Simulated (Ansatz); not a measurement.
Q: Each is relaxed and computed with plane-wave PAW LDA (Ansatz code). Which is the only one with a gap?
A. YSb, rock salt
B. InAs, rock salt
C. RbCl, rock salt
D. ScC, rock salt

A: C, RbCl, rock salt. RbCl: gap 4.85 eV (direct); YSb: metal; InAs: metal; ScC: metal. Not the usual ambient phase: InAs, rock salt. Standing as an ambient phase not checked: YSb, rock salt; ScC, rock salt. All cells were relaxed under the symmetry of their starts (and spin orders); stability against distortions was not tested throughout. Rows with no word on spin ran without spin polarisation. Scalar-relativistic: spin–orbit coupling is off unless named, which matters more the heavier the elements.

Potentials: the later of the program's two PAW sets.
